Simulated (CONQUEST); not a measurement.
A self-consistent single point of SiC (I-4m2, 8 atoms in the cell; from Materials Project mp-8062, changed as shown).

```yaml
crystal:
  lattice:
    - [4.35399, 0.00000, 0.00000]
    - [0.00000, 4.35399, 0.00000]
    - [0.00000, 0.00000, 4.39753]
  atoms:
    - { symbol: Si, position: [0.25000, 0.25000, 0.75000] }
    - { symbol: Si, position: [0.25000, 0.75000, 0.25000] }
    - { symbol: Si, position: [0.75000, 0.25000, 0.25000] }
    - { symbol: Si, position: [0.75000, 0.75000, 0.75000] }
    - { symbol: C, position: [0.00000, 0.00000, 0.00000] }
    - { symbol: C, position: [0.00000, 0.50000, 0.50000] }
    - { symbol: C, position: [0.50000, 0.00000, 0.50000] }
    - { symbol: C, position: [0.50000, 0.50000, 0.00000] }
```

Computed with PBE, numerical atomic orbitals double-zeta with polarisation (the shipped basis), PseudoDojo norm-conserving potentials made for PBE in CONQUEST.

CONQUEST settings:

- basis = DZP
- Diag.MPMeshX, Y, Z = 4 4 4
- potentials = PseudoDojo norm-conserving PBE
- Grid.GridCutoff = 140 Ha
- DM.SolutionMethod = diagon
- Diag.SmearingType = 1
- Diag.kT = 0.000735 Ha
- Diag.GammaCentred = true
- Diag.MPOrder = 0
- minE.SCTolerance = 1.0e-06
- SC.MaxIters = 100
- SC.LinearMixingFactor = 0.3
- AtomMove.TypeOfRun = static

Results:

```
Property                                                 Result
------------------------------------------------  -------------
Number of valence electrons                                  32
Number of bands                                             104
Number of k-points after the program's reduction             51
Size of the basis                                           104
Number of SCF iterations                                      7
FFT grid                                           48 × 48 × 48
Free energy E − TS                                -1116.3951 eV
Top of the valence band (on the code's own zero)       -7.05 eV
Gap on the k-point mesh                                 1.27 eV
Pressure                                               4.13 GPa
```

Stress (GPa, positive for compression):
```
5.00  0.00  0.00
0.00  5.00  0.00
0.00  0.00  2.37
```

Gaps are taken between levels on the mesh.

For comparison: a first run was changed to give this one (lattice vector c scaled by 1.01), and from it to this one the free energy falls by 2.8 meV/atom, the pressure goes from 6.46 to 4.13 GPa and the gap on the mesh goes from 1.315 to 1.272 eV.

The program uses no crystal symmetry, so grid and mesh can part values that symmetry would make equal. The atom-centred basis is finite, which shifts total energies, pressures and gaps against plane waves. The structure comes from a collection of computed structures, made at another level of theory; the collection holds predicted forms beside known ones.

Cost on one core: around 50 core-seconds (rough).
